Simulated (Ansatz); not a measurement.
ZrMo:
```cif
data_Mo4Zr4
_chemical_formula_sum 'Mo4 Zr4'
_space_group_name_H-M_alt 'Fm-3m'
_space_group_IT_number 225
_space_group_name_Hall '-F 4 2 3'
_cell_length_a 5.42162
_cell_length_b 5.42162
_cell_length_c 5.42162
_cell_angle_alpha 90.000
_cell_angle_beta 90.000
_cell_angle_gamma 90.000
loop_
_atom_site_label
_atom_site_type_symbol
_atom_site_symmetry_multiplicity
_atom_site_Wyckoff_symbol
_atom_site_fract_x
_atom_site_fract_y
_atom_site_fract_z
_atom_site_occupancy
Mo1 Mo 4 a 0.00000 0.00000 0.00000 1
Zr1 Zr 4 b 0.50000 0.50000 0.50000 1
```
(The calculation used a cell of 2 atoms; values per cell refer to that cell.)

Relaxed with PBEsol in the plane-wave PAW code Ansatz. Indices refer to the conventional cell of Fm-3m, a = b = c = 5.4216 Å, α = β = γ = 90.00°.

Question: Simulate the powder diffraction pattern (Cu Kα, λ = 1.54184 Å; lines above 1 %) up to 2θ = 90°.

Answer: Simulated powder pattern, Cu Kα, λ = 1.54184 Å (kinematic, ideal powder, no thermal factors, no anomalous dispersion; the 30 strongest lines at most, above 1 %, up to 2θ = 90°):

| 2θ (°) | d (Å) | I/Imax (%) | hkl |
|---|---|---|---|
| 33.04 | 2.711 | 100 | (200) |
| 47.43 | 1.917 | 71 | (220) |
| 59.02 | 1.565 | 24 | (222) |
| 69.33 | 1.355 | 11 | (400) |
| 78.97 | 1.212 | 31 | (420) |
| 88.31 | 1.107 | 24 | (422) |

The start of the workflow was typed in or built on a structure type; neither database checked (COD, Materials Project) lists it. Its standing as an ambient phase is unchecked. Symmetry was held in the PBEsol relaxation. At this level the phase is mechanically unstable. No spin polarisation was allowed. Its formation energy is positive at this level, so the cell may be metastable or incomplete.

Potentials: the earlier of the program's two PAW sets.
